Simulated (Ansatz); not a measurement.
Fe2B:
```
Fe2B
1.0
   -2.54671     2.54671     2.11590
    2.54671    -2.54671     2.11590
    2.54671     2.54671    -2.11590
B Fe
2 4
Direct
  0.25000   0.25000   0.00000
  0.75000   0.75000   0.00000
  0.66772   0.16772   0.83544
  0.16772   0.33228   0.50000
  0.33228   0.83228   0.16456
  0.83228   0.66772   0.50000
```
The run is spin-polarised; directions of the spins, atom by atom: 0 0 ↑ ↑ ↑ ↑.

Relaxed with r²SCAN.

Problem. Tabulate the valence density and the electron localisation function along the shortest Fe–Fe contact (2.42 Å), r²SCAN (plane waves, PAW; program Ansatz).

Solution. 

| distance from Fe (Å) | density (e/Å³) | ELF |
|---|---|---|
| 0.24 | 24.04 | 0.81 |
| 0.36 | 15.18 | 0.70 |
| 0.48 | 8.35 | 0.57 |
| 0.60 | 4.12 | 0.44 |
| 0.72 | 1.84 | 0.32 |
| 0.85 | 0.84 | 0.24 |
| 0.97 | 0.54 | 0.21 |
| 1.09 | 0.43 | 0.26 |
| 1.21 | 0.40 | 0.30 |
| 1.33 | 0.43 | 0.26 |
| 1.45 | 0.54 | 0.21 |
| 1.57 | 0.84 | 0.24 |
| 1.69 | 1.84 | 0.32 |
| 1.81 | 4.12 | 0.44 |
| 1.93 | 8.35 | 0.57 |
| 2.05 | 15.18 | 0.70 |
| 2.17 | 24.04 | 0.81 |

The density is the valence pseudo-density with augmentation charge, so density and ELF within about 1 Å of a nucleus are not all-electron values.

Space group I4/mcm. The workflow started from an entry of the Crystallography Open Database (COD). Its standing as an ambient phase is unchecked. The r²SCAN relaxation kept the symmetry of its start; whether a distortion lowers the energy is not shown. The final state is ferromagnetic, chosen from 2 collinear starts compared on coarse meshes (ties went to the first, and starts can fall back to one state), not a proven ground state. Other orbital occupations within this spin state were not tried.

Potentials: the later of the program's two PAW sets.
